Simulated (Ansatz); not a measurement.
## Conduction electrons in ScAl (Pm-3m)

```xyz
2
Lattice="3.3088 0.0000 0.0000 0.0000 3.3088 0.0000 0.0000 0.0000 3.3088" Properties=species:S:1:pos:R:3 pbc="T T T"
Sc    1.6544    1.6544    1.6544
Al    0.0000    0.0000    0.0000
```

Unless marked otherwise, the numbers come from LDA, all-electron LAPW in Ansatz 0.2.0, scalar-relativistic. k mesh 12×12×12, fine mesh 16×16×16, Fermi-Dirac smearing of 0.100 eV, basis error target 1 meV/atom. The cell was relaxed by PAW under this functional, which moved its volume by -5 % from the database entry's. This phase needn't be the one found at ambient conditions.

Levels and slopes are solved on a 16×16×16 mesh, and each state is taken as quadratic over its cell.

(1) What is the density of states at the Fermi level, and which bare Sommerfeld coefficient follows?

(2) What Drude plasma energy and σ/τ do the band velocities give?

(3) Which bands cross the Fermi level, and what do they carry?

(4) Map the plane k₃ = 1/2 of the mesh: how many bands lie under the Fermi level at each point, counted from the least on the plane?

(5) On PAW files the program sums the optical response inside the mesh cells, interband lines and its own Drude term. Where does ε₁ rise through zero (a sharp plasmon if ε₂ is small there), and how much light is reflected?

(6) What does PAW give for the same cell?

## Answers

(1) N(E_F) = 0.367 states/eV/atom (both spins), so γ = (π²/3) k_B² N(E_F) = 0.865 mJ/(mol-atom K²) without electron-phonon or spin-fluctuation enhancement.

(2) (ħω_p,α)² = (e²/ε₀VN_k) Σ_nkσ (∂E/∂k_α)² δ(E − E_F) gives ħω_p = (3.48, 3.48, 3.48) eV along x, y, z, and σ/τ = ε₀ω_p² = 2.48×10²⁰ Ω⁻¹m⁻¹s⁻¹ along x. Weighted by the density of states, the mean Fermi speed is 0.461×10⁶ m/s; the surface has an area of 7.62 Å⁻² for each spin direction.

(3) 

```json
{"band": "1", "filled part": "0.95", "N (states/eV/cell)": "0.417", "speed (10⁶ m/s)": "0.394", "5th to 95th percentile": "0.22 to 0.61", "area (Å⁻²)": "3.7", "filling": "nearly full"}
{"band": "2", "filled part": "0.05", "N (states/eV/cell)": "0.317", "speed (10⁶ m/s)": "0.549", "5th to 95th percentile": "0.47 to 0.66", "area (Å⁻²)": "3.92", "filling": "nearly empty"}
```

(4) k₁ runs to the right and k₂ upwards, each from −½ to ½ with 0 in the middle (the axes needn't be at right angles):
```
2111112222211111
1111111222111111
1111111111111111
1111111111111111
2111111111111111
2211111000111112
2221110000011122
2221110000011122
2221110000011122
2211111000111112
2111111111111111
1111111111111111
1111111111111111
1111111222111111
2111112222211111
2211122222221112
```

(5) 

- Fine mesh: 16, 16, 16
- Window top: 30 eV
- Line width: 0.1 eV
- Drude damping: 0.2 eV
- ε₁ rises through zero at x: 0.54, 4.86, 14.3 eV
- ε₂ there x: 28.55, 5.98, 0.12
- Plasma energy (x, y, z): 3.498, 3.498, 3.498 eV
- Reflectivity at 1 eV, x-polarised: 0.5085
- Reflectivity at 2 eV, x-polarised: 0.6305
- Reflectivity at 3 eV, x-polarised: 0.525

The plasma energy here is the program's own sum at the run's smearing; it differs from the value above by up to 0 %, through mesh and smearing.

(6) N(E_F) = 0.367 states/eV/atom and ħω_p,x = 3.49 eV.

Caveats: these sums move with the mesh, by several per cent and more for small sheets; frozen-core PAW files fitted under PBE, their cores solved anew for the functional of the run.
